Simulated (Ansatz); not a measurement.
NiSb (CsCl type, Pm-3m) under volume change, the program Ansatz at the PBE level (PAW), scaled uniformly.

| V (Å³/atom) | E − E(relaxed) (meV/atom) | P (GPa) |
|---|---|---|
| 15.841 | 54.9 | 12.37 |
| 16.364 | 22.9 | 7.44 |
| 16.886 | 5.4 | 3.42 |
| 17.408 | 0.0 | 0.00 |
| 17.930 | 4.9 | -2.95 |
| 18.453 | 18.7 | -5.43 |
| 18.975 | 39.9 | -7.51 |

Task: What does a third-order Birch–Murnaghan fit give for V₀, B₀ and B′?

Result: V₀ = 17.40 Å³/atom, B₀ = 106 GPa, B′ = 4.6.

A made-up cell: these elements were put on the sites of a structure type; neither database checked (COD, Materials Project) lists it. COD files the formula under space group No. 194, so this cell is another polymorph or a model. Whether it is the stable phase at ambient conditions was not checked. Symmetry was held in the PBE relaxation; whether a distortion lowers the energy is not shown. The workflow began spin-polarised and lost its moments. Scalar-relativistic: spin–orbit coupling is off unless named, which matters more the heavier the elements.

Potentials: the earlier of the program's two PAW sets.
